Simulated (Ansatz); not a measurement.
# What a trial cell of InSb5 relaxes into

Computed with DFT PBE, scalar-relativistic, plane waves, PAW (Ansatz 0.2.0). Cutoff 420 eV, Gaussian smearing, Γ-centred meshes. Cell and atoms relax first on a coarse mesh and then on a finer one. In between, the cell is made exact in the group found at 0.06 Å. In metals the finer mesh still leaves noise of several meV/atom or more. The steps can't lower the symmetry of their start. No spin polarisation.

The guess for InSb5 was made by a generator: random cell by space group and Wyckoff sites (P6/mmm, No. 191). Lengths were set from tabulated atomic sizes, so they are only a guess.

```
In Sb
1.0
     5.08935    0.00000    0.00000
    -2.54467    4.40751    0.00000
     0.00000    0.00000    9.67441
In Sb
1 5
Direct
  0.00000 0.00000 0.00000
  0.50000 0.00000 0.50000
  0.00000 0.50000 0.50000
  0.50000 0.50000 0.50000
  0.00000 0.00000 0.67959
  0.00000 0.00000 0.32041
```

Formation energies are uncorrected and refer to the elements' standard structures at the same level.

Question: Describe the relaxed structure.

Answer: The symmetry stays P6/mmm (No. 191). The volume per atom grows by 40.0 %, from 36.2 to 50.6 Å³. The shortest distance goes from 2.54 Å (Sb–Sb) to 2.94 Å (Sb–Sb). The ratio c/a of the conventional cell changes by a factor of 0.78. The energy falls by about 1.1 eV/atom (the start's value is from the coarse mesh). Conventional cell: a = 6.193 Å, c = 9.148 Å. In is surrounded by 2 Sb at 3.10 Å; around Sb on a site of symmetry mmm lie 4 Sb at 3.10 Å and 4 Sb at 3.43 Å; Sb on a site of symmetry 6mm is surrounded by 1 Sb at 2.94 Å, 1 In at 3.10 Å and 6 Sb at 3.43 Å.

```cif
data_structure
_symmetry_space_group_name_H-M 'P 1'
_symmetry_Int_Tables_number 1
_cell_length_a 6.1931
_cell_length_b 6.1931
_cell_length_c 9.1479
_cell_angle_alpha 90.000
_cell_angle_beta 90.000
_cell_angle_gamma 120.000
_cell_volume 303.85
loop_
_atom_site_label
_atom_site_type_symbol
_atom_site_fract_x
_atom_site_fract_y
_atom_site_fract_z
_atom_site_occupancy
In1 In 0.00000 0.00000 0.00000 1
Sb1 Sb 0.50000 0.00000 0.50000 1
Sb2 Sb 0.00000 0.50000 0.50000 1
Sb3 Sb 0.50000 0.50000 0.50000 1
Sb4 Sb 0.00000 0.00000 0.66091 1
Sb5 Sb 0.00000 0.00000 0.33909 1
```

Question: How does it come out in energy, and is it a metal?

Answer:

| Item | Value |
| --- | --- |
| Formation energy | +0.53 eV/atom |
| Gap on the 6×6×4 mesh of the 6-atom cell | 0 eV (a metal) |

It can't be a ground state, since the elements alone are lower.

The last run used Gaussian smearing of 0.10 eV. Spin–orbit coupling, which can matter for Sb, is left out. Symmetry constrained the relaxation, so the result can be a saddle point. In all, the 3 runs took 4 min on 1 thread of Arm Neoverse V1, on a shared host. Another cell of InSb5 relaxed alike, in P4/mmm, lies 290 meV/atom lower, so this cell isn't the stable form at this level.
